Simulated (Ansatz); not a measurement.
Given:

Relaxed TiAl3 (D022 type, space group I4/mmm):

```xyz
4
Lattice="-1.9121 1.9121 4.2803 1.9121 -1.9121 4.2803 1.9121 1.9121 -4.2803" Properties=species:S:1:pos:R:3 pbc="T T T"
Al     0.0000     0.0000     4.2803
Al     0.0000     1.9121     2.1401
Al     1.9121     0.0000     2.1401
Ti     0.0000     0.0000     0.0000
```

In each cell atom 2 (Al, nearest neighbour Al at 2.704 Å; its periodic images, 3.8 Å or more away, move with it) moves by s·(0.577, 0.577, 0.577) (along Cartesian [111]), the rest being held.

The numbers are results of r2SCAN (plane waves to 500 eV, PAW, scalar-relativistic; Ansatz, a quantum-chemistry and plane-wave program), not measurements. k mesh 14×14×14 (Γ-centred), Fermi-Dirac smearing 0.05 eV. Energies are smeared free energies. With partly filled bands, energies and forces of such displacements shift with the k mesh and the smearing. TiAl3 is run without spin polarisation. TiAl3 was relaxed with its symmetry unable to fall. The zero of ΔE is the undisplaced structure.

The scan covers s from -0.270 to 0.270 Å in 11 points.

Q: Is the energy the same for equal positive and negative displacements?

A: Even: the same for both signs. With its periodic images moving along, the atom's site symmetry in this cell is -4m2.

Q: What is the force constant k = d²E/ds² of this move at s = 0?

A: 7.39 eV/Å².

(For displaced atoms, the force is minus the slope of the energy, and its curvature is a force constant, which sets phonon frequencies.)
